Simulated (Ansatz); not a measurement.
Input and output of a one-shot G0W0 calculation on wurtzite CdS (the plane-wave code Ansatz, G0W0@PBE with 557 empty bands, a screening cutoff of 180 eV and a 6×6×2 mesh). The cell was relaxed beforehand with r2SCAN.

```yaml
crystal:
  lattice:
    - [4.1646012827, 0.0, 0.0]
    - [-2.0823006414, 3.6066505075, 0.0]
    - [0.0, 0.0, 6.76601049]
  atoms:
    - { symbol: Cd, position: [0.3333333333, 0.6666666667, -0.0009631164] }
    - { symbol: Cd, position: [0.6666666667, 0.3333333333, 0.4990368836] }
    - { symbol: S, position: [0.3333333333, 0.6666666667, 0.3759631164] }
    - { symbol: S, position: [0.6666666667, 0.3333333333, 0.8759631164] }
kpoints:
  mp_grid: { grid: [6, 6, 2] }
hamiltonian:
  xc: pbe
scf:
  occupations: { method: fixed }
gw:
  n_empty_bands: 557
  ecut_chi: 180
  qp_bands: [v2, c2]
  qp_kpoints: band_edges
  screening: { model: contour_deformation }
```

In the abridged output below, numbers in square brackets stand for lines, or ends of lines, that were taken out.
```
Pseudopotential: Cd, paw, valence charge 20, recommended cutoff 420 eV (normal)
Pseudopotential: S, paw, valence charge 6, recommended cutoff 420 eV (normal)
Functional definition: PBE
Crystal: 4 atoms, lattice volume = 101.627 Å³
Basis set: ecut = 420 eV, 1985 PW (Γ)
Bands: 32, of which v1, the nominal top of the filled ones, is band 26 counted from 1 (25 counted from 0)
Symmetry: 12 space group operations
Space group: P63mc (ITA 186)
k-points: 14 of 72
preconditioner: auto → Resta (q_TF=auto, 2.440 Å⁻¹)  ε∞=4.6  [insulator: Δε(μ)=1.165 eV  ℏωp=22.1 eV]
SCF 1 converged in 6 iterations: F = -18315.648636 eV  dr2 = 1.07e-8
Free energy (F): -18315.648636 eV
Fermi energy:    6.573841 eV
--- G₀W₀: contour deformation, 7 samples at zero and on the imaginary axis and 1 off it, 72 q-points, 557 empty bands' worth ---
    ik  band        ε_KS         Σx   Σc(E_QP)       V_xc       Z   E_QP_lin       E_QP  E_QP is
     0    25      6.5738   -20.6691     2.0211   -17.9174  0.7396     5.8167     5.8433  root
     0    26      6.5738   -20.6691     2.0211   -17.9174  0.7396     5.8167     5.8433  root
     0    27      7.7465    -8.7067    -3.6524   -12.4063  0.7819     7.7937     7.7936  root
     0    28  [1]
     1    25  [2]
     1    26      6.1980   -20.1695     2.1626   -17.2386  0.7371     5.3982     5.4298  root
     1    27      9.3842    -8.7617    -3.9502   -12.8764  0.7723     9.5495     9.5487  root
     1    28      9.3842    -8.7617    -3.9502   -12.8764  0.7723     9.5495     9.5487  root
     2    25      6.3452   -20.2873     2.1803   -17.3400  0.7365     5.5464     5.5782  root
     2    26      6.3917   -20.4256     2.0934   -17.5833  0.7381     5.6137     5.6428  root
     2    27      8.8806    -9.7654    -3.6201   -13.4723  0.7686     8.9676     8.9674  root
     2    28     10.1842    -8.6696    -4.1873   -13.1163  0.7675    10.4460    10.4437  root
     3    25  [3]
     3    26      5.9473   -19.8146     2.2347   -16.7942  0.7350     5.1270     5.1617  root
     3    27  [4]
     3    28     10.1167    -9.0484    -4.1524   -13.4158  0.7627    10.3332    10.3317  root
     4    25      5.7935   -19.4528     2.2922   -16.3581  0.7334     4.9533     4.9911  root
     4    26      6.0260   -19.9126     2.2274   -16.9049  0.7347     5.2116     5.2457  root
     4    27      9.9628    -8.8798    -4.1378   -13.2322  0.7641    10.1788    10.1775  root
     4    28     10.5634    -7.8617    -4.1331   -12.2326  0.7735    10.8030    10.8012  root
     5    25      5.4911   -19.1791     2.3718   -15.9930  0.7303     4.6367     4.6769  root
     5    26      5.4911   -19.1791     2.3718   -15.9930  0.7303     4.6367     4.6769  root
     5    27     10.2687    -7.8725    -4.0907   -12.1489  0.7727    10.4555    10.4544  root
     5    28  [5]
     6    25      5.3402   -18.8867     2.4127   -15.6433  0.7303     4.4660     4.5095  root
     6    26  [6]
     6    27     10.2516    -8.5564    -4.2320   -13.0448  0.7662    10.5102    10.5080  root
     6    28     10.4553    -7.7336    -4.0156   -11.9507  0.7773    10.6581    10.6567  root
     7    25      5.3029   -19.0048     2.4414   -15.7407  0.7275     4.4380     4.4802  root
     7    26      5.3029   -19.0048     2.4414   -15.7407  0.7275     4.4380     4.4802  root
     7    27     10.0544    -7.6329    -3.9896   -11.7828  0.7779    10.2155    10.2147  root
     7    28     10.0544    -7.6329    -3.9896   -11.7828  0.7779    10.2155    10.2147  root
    11    25      5.4334   -19.0199     2.4003   -15.8015  0.7288     4.5743     4.6153  root
    11    26      5.4334   -19.0199     2.4003   -15.8015  0.7288     4.5743     4.6153  root
    11    27     10.6131    -8.1442    -4.1973   -12.5713  0.7686    10.8447    10.8429  root
    11    28     10.6131    -8.1442    -4.1973   -12.5713  0.7686    10.8447    10.8429  root
  […]
```

The points are ik 0 = (0, 0, 0) (Γ), ik 1 = (0, 0, -1/2), ik 2 = (0, 1/6, 0), ik 3 = (0, 1/6, -1/2), ik 4 = (0, 1/3, 0), ik 5 = (0, 1/3, -1/2), ik 6 = (0, -1/2, 0), ik 7 = (0, -1/2, -1/2), ik 11 = (1/6, 1/3, -1/2), ik 13 = (1/3, 1/3, -1/2); band 26 is the last filled one.

Question: Fill in the blanks. They hold quasiparticle rows.

Answer:
```
[1]
     0    28      9.3348    -8.1717    -4.0194   -12.3929  0.7787     9.5378     9.5366  root
[2]
     1    25      6.1980   -20.1695     2.1626   -17.2386  0.7371     5.3982     5.4298  root
[3]
     3    25      5.9473   -19.8146     2.2347   -16.7942  0.7350     5.1270     5.1617  root
[4]
     3    27     10.1167    -9.0484    -4.1524   -13.4158  0.7627    10.3332    10.3317  root
[5]
     5    28     10.2687    -7.8725    -4.0907   -12.1489  0.7727    10.4555    10.4544  root
[6]
     6    26      5.8471   -19.6392     2.2832   -16.5624  0.7330     5.0174     5.0536  root
```
The trailing digits, and the zero of the energies, depend on the potentials and thresholds.

The quasiparticle gap on this mesh is 1.95 eV (direct at Γ), against 1.17 eV from PBE: +0.78 eV. Renormalisation factors Z lie between 0.73 and 0.78. The G0W0 figures hold for the stated bands, cutoff and mesh and aren't extrapolated.

It took 60 s on 1 × NVIDIA H100 80GB HBM3 with 2 threads of AMD EPYC 7R13 Processor (Zen 3), with other jobs on the host; peak host memory 2.3 GiB.

No spin polarisation and no zero-point or thermal motion.

Spin-orbit coupling is left out.

With a shallow d shell on the cation, G0W0 converges slowly in bands and cutoff, so these values are in doubt.
